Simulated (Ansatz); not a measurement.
Relaxed candidate structures of GaSb:

A. P-6m2 (No. 187), hP2, AFLOW prototype AB_hP2_187_d_a (B_h, as in WC); a = b = 3.959 Å, c = 3.532 Å, α = β = 90.00°, γ = 120.00°; Ga 1a (0.000, 0.000, 0.000); Sb 1d (0.333, 0.667, 0.500)

B. F-43m (No. 216), cF8, zinc blende type; a = b = c = 6.111 Å, α = β = γ = 90.00°; Sb 4c (0.250, 0.250, 0.250); Ga 4a (0.000, 0.000, 0.000)

C. P4₂/mmc (No. 131), tP4; a = b = 3.931 Å, c = 7.478 Å, α = β = γ = 90.00°; Ga 2c (0.000, 0.500, 0.000); Sb 2e (0.000, 0.000, 0.250)

Problem. Put the candidates in order of energy per atom, lowest first, for PBEsol (plane waves to 420 eV, PAW, scalar-relativistic; Ansatz, an electronic-structure program).

Solution. B (reference, the lowest among the structures calculated here), A (+0.21 eV/atom), C (+0.46 eV/atom)

2 runs with a doubtful electronic state, a coarser numerical grid, an end not at rest or a source that can't be used are left out. Each run could gain symmetry but not lose that of its start, so entries can be saddle points. From databases, or of a type measured for this composition: F-43m, cF8, zinc blende type; the others are generated cells (placed on structure types, drawn at random, substituted or restacked) that were not matched to a known phase here. Energies are at zero temperature and pressure, without zero-point motion. Each cell has its own k-point mesh; energy differences are given only to the digits this allows. No spin polarisation in the result. Without spin-orbit coupling the bands of the heavy element are not split, so the gap can be far off.
